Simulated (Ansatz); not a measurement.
GdP (rocksalt structure)

Method: PBEsol, scalar-relativistic; collinear spin; PAW, 420 eV, 10×10×10 k-mesh, Gaussian smearing of 0.05 eV; code Ansatz. The datasets are Ansatz's generated set soft_2.

```yaml
crystal:
  lattice:
    - [0.00000, 2.82677, 2.82677]
    - [2.82677, 0.00000, 2.82677]
    - [2.82677, 2.82677, 0.00000]
  atoms:
    - { symbol: Gd, position: [0.50000, 0.50000, 0.50000] }
    - { symbol: P, position: [0.00000, 0.00000, 0.00000] }
```

The cell was built from a prototype; rock salt is the usual structure of such lanthanide and actinide compounds.

Magnetic state: ferromagnetic, site spin moments Gd 6.93; P -0.07 μB.

Cell and atoms are those of this level's equilibrium.

The cell has space group Fm-3m (read at 0.01 Å). In it the stress is -0.04, -0.04, -0.04, 0.00, 0.00, 0.00 GPa and the largest force component 0.000 eV/Å. Each change below starts from this cell, without further relaxation. Stress is in GPa, positive in compression, in the order xx, yy, zz, yz, xz, xy; energies are counted from the cell above and are free energies with the smearing's entropy, which match forces and stress in a metal.

Task: What happens when atom 1 (Gd) is moved by 0.05 Å along x?

Result: The energy changes by 6.4 meV per cell, and the force on it along the shift is -0.256 eV/Å (−F/u = 5.12 eV/Å²). Stress: 0.22, -0.06, -0.06, 0.00, 0.00, 0.00.
```
atom  Fx (eV/Å)     Fy     Fz
 Gd1     -0.256  0.000  0.000
  P2      0.256  0.000  0.000
```
In a harmonic crystal the energy would rise by −½F·u = ½ × 5.12 × 0.05² eV = 6.4 meV, which matches.

Task: What stress follows from an engineering strain of 3 % in xx, atoms carried along?

Result: -5.36, -0.73, -0.73, 0.00, 0.00, 0.00 GPa; the energy changes by 24.2 meV per cell.
The change of the stress over the strain gives a clamped-atom stiffness of about 178 GPa for this component, a secant value that lies under the elastic constant in tension and over it in compression, by several per cent for each per cent of strain.
In a harmonic crystal the energy would rise by V(½Cε² − σ₀ε), with σ₀ the stress of the unstrained cell, = 22.8 meV, close to the run's value; the rest has the sign of the anharmonic part, which a secant stiffness overstates.

Without a U the 4f levels of Gd lie too near the Fermi level, so their share of the states there, and what hangs on it, is overstated. For elements this heavy, spin–orbit coupling would shift levels and gaps; it isn't included here. Site moments are of spin, integrated over atomic spheres. Only parallel moments were tried, so the real magnetic order may be another.
